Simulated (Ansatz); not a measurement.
Lu:
```cif
data_Lu2
_chemical_formula_sum 'Lu2'
_space_group_name_H-M_alt 'P63/mmc'
_space_group_IT_number 194
_space_group_name_Hall '-P 6c 2c'
_cell_length_a 3.44324
_cell_length_b 3.44324
_cell_length_c 5.34829
_cell_angle_alpha 90.000
_cell_angle_beta 90.000
_cell_angle_gamma 120.000
loop_
_atom_site_label
_atom_site_type_symbol
_atom_site_symmetry_multiplicity
_atom_site_Wyckoff_symbol
_atom_site_fract_x
_atom_site_fract_y
_atom_site_fract_z
_atom_site_occupancy
Lu1 Lu 2 d 0.66667 0.33333 0.25000 1
```

Relaxed with PBEsol.

Problem. Which orbitals make up the states near the Fermi level in PBEsol in the plane-wave PAW code Ansatz?

Solution. Within 0.5 eV of the Fermi level: Lu 5d 89 %. Projections are on Löwdin-orthogonalised atomic valence shells; empty p or d shells of many metals are not among them.

Problem. Tabulate the density of states.

Solution. States/eV per cell of 2 atoms, in 0.25 eV bins, energy from the Fermi level.

```tsv
E (eV)	total	Lu 4f	Lu 5d	Lu 6s
-6.35	0.00	0.00	0.00	0.00
-6.10	0.04	0.00	0.00	0.04
-5.85	0.12	0.00	0.00	0.11
-5.60	0.16	0.00	0.00	0.15
-5.35	0.21	0.00	0.01	0.19
-5.10	0.29	0.04	0.02	0.22
-4.85	100.39	99.93	0.16	0.27
-4.60	12.14	11.82	0.05	0.26
-4.35	0.39	0.03	0.06	0.28
-4.10	0.41	0.01	0.09	0.30
-3.85	0.47	0.00	0.12	0.32
-3.60	0.53	0.00	0.17	0.34
-3.35	0.60	0.00	0.22	0.35
-3.10	0.70	0.00	0.30	0.37
-2.85	0.84	0.00	0.42	0.38
-2.60	1.13	0.00	0.68	0.41
-2.35	1.42	0.00	0.97	0.40
-2.10	1.31	0.00	0.94	0.32
-1.85	1.28	0.00	0.97	0.26
-1.60	1.34	0.00	1.07	0.22
-1.35	1.53	0.00	1.29	0.19
-1.10	1.44	0.00	1.27	0.12
-0.85	1.72	0.00	1.60	0.07
-0.60	2.02	0.00	1.90	0.06
-0.35	2.79	0.01	2.51	0.14
-0.10	3.04	0.01	2.73	0.12
0.15	3.72	0.01	3.27	0.16
0.40	1.69	0.01	1.50	0.08
0.65	1.44	0.00	1.24	0.08
0.90	1.37	0.00	1.21	0.05
1.15	2.00	0.01	1.75	0.09
1.40	3.88	0.01	3.26	0.24
1.65	3.86	0.01	3.35	0.20
1.90	3.00	0.00	2.73	0.16
2.15	2.90	0.00	2.63	0.15
2.40	3.14	0.00	2.92	0.10
2.65	2.96	0.00	2.80	0.05
2.90	1.69	0.00	1.61	0.02
3.15	1.37	0.00	1.30	0.02
3.40	1.27	0.00	1.21	0.02
3.65	1.29	0.00	1.23	0.02
3.90	1.30	0.00	1.23	0.02
4.15	1.33	0.00	1.26	0.03
4.40	1.37	0.00	1.29	0.04
4.65	1.43	0.00	1.32	0.06
4.90	1.53	0.00	1.37	0.08
```

Space group P6_3/mmc (hcp (Mg type)). The PBEsol relaxation kept the symmetry of its start. Spin–orbit coupling is left out wherever it is not named.

Potentials: the later of the program's two PAW sets.
